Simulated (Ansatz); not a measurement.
Input:

ZnCdTe2:
```cif
data_CdTe2Zn
_chemical_formula_sum 'Zn1 Cd1 Te2'
_space_group_name_H-M_alt 'P 1'
_space_group_IT_number 1
_cell_length_a 7.72065
_cell_length_b 7.72065
_cell_length_c 7.72065
_cell_angle_alpha 33.346
_cell_angle_beta 33.346
_cell_angle_gamma 33.346
loop_
_space_group_symop_operation_xyz
  'x, y, z'
loop_
_atom_site_label
_atom_site_type_symbol
_atom_site_fract_x
_atom_site_fract_y
_atom_site_fract_z
_atom_site_occupancy
Zn1 Zn 0.49934 0.49934 0.49934 1
Cd1 Cd 0.00161 0.00161 0.00161 1
Te1 Te 0.12959 0.12959 0.12959 1
Te2 Te 0.61948 0.61948 0.61948 1
```

This is the PBEsol-relaxed structure.

All from plane-wave PAW PBEsol (Ansatz code), unless another level is named. Predict the hole effective mass with spin–orbit coupling.

0.072, 0.072, 1.1 mₑ (principal values).

Give the band gap.

0.71 eV (direct).

Give the valence-band maximum.

at Γ.

What about the weight of the valence-edge state by species (Voronoi cells)?

Te 80 %, Cd 14 %, Zn 7 %.

Space group R3m. The first step of the workflow began from a Materials Project structure, measured or hypothetical; the Crystallography Open Database copy checked does not list it. Its standing as an ambient phase is unchecked. The cell was relaxed with PBEsol under the symmetry of its start; whether a distortion lowers the energy is not shown. Spin–orbit coupling is left out wherever it is not named.

Potentials: the later of the program's two PAW sets.
